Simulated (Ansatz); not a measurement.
Space group Pm-3m (No. 221). a = 3.526 Å, b = 3.526 Å, c = 3.526 Å, α = 90.00°, β = 90.00°, γ = 90.00°
```tsv
atom	site	symmetry	x	y	z
Al	1a	m-3m	0.0000	0.0000	0.0000
Ni	3c	4/mm.m	0.0000	0.5000	0.5000
```

Equation of state of this AlNi3 structure (not necessarily the ground state), with shape and atoms relaxed at each volume where symmetry leaves them free. It has no gap at any of these volumes. Theory: DFT r2SCAN, scalar-relativistic, plane waves, PAW in Ansatz 0.2.0.

Cutoff 500 eV; k points 12×12×12 on the computed 4-atom cell (Γ-centred); Gaussian smearing, width 0.10 eV; collinear spin.

```csv
V (Å³/atom),E − E(largest V) (meV/atom),P (GPa)
10.303,5.65,14.42
10.632,-15.69,6.61
10.961,-22.27,0.01
11.290,-16.40,-5.57
11.618,0.00,-10.28
```

Problem. Fit a third-order Birch–Murnaghan equation to E(V).

Solution. V0 = 10.96 Å³/atom, B0 = 202 GPa, B0' = 4.6.

The state reached may not be the lowest one.

Cost: 5 runs of about 5 core-minutes in all, on Intel Xeon Platinum 8488C (Sapphire Rapids) (shared hosts).